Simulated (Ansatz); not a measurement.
WSe2:
```xyz
6
Lattice="3.2791 0.0000 0.0000 -1.6396 2.8398 0.0000 0.0000 0.0000 12.7820" Properties=species:S:1:pos:R:3 pbc="T T T"
W      1.6396     0.9466     9.5865
W      0.0000     1.8932     3.1955
Se     0.0000     1.8932    11.2707
Se     1.6396     0.9466     1.5113
Se     1.6396     0.9466     4.8797
Se     0.0000     1.8932     7.9023
```

PBE+D3(BJ) in the plane-wave PAW code Ansatz gives a gap of 0.87 eV without spin–orbit coupling, maximum at Γ, minimum on the K–Γ line, 46 % of the way from K.

What happens when spin–orbit coupling is switched on?

The gap drops by 0.08 eV, to 0.79 eV; maximum at Γ, minimum on the K–Γ line, 45 % of the way from K.

Give the electron effective mass with spin–orbit coupling.

0.43, 0.43, 0.51 mₑ (principal values).

Give the hole effective mass with spin–orbit coupling.

0.67, 0.67, 1.2 mₑ (principal values).

Space group P6_3/mmc. The cell was relaxed with PBE+D3(BJ) under the symmetry of its start. The run is not spin-polarised.

Potentials: the earlier of the program's two PAW sets.
